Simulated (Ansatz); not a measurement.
Y (hcp (Mg type), P6_3/mmc) is relaxed with plane-wave PAW PBEsol (Ansatz code). What lattice parameters of the conventional cell result?

a = 3.599 Å, c = 5.579 Å.

Symmetry was held in the PBEsol relaxation. The run is not spin-polarised. Axis ratios of metals converge slowly with the k-mesh, so a and c are less sure than the volume.

Potentials: the later of the program's two PAW sets.
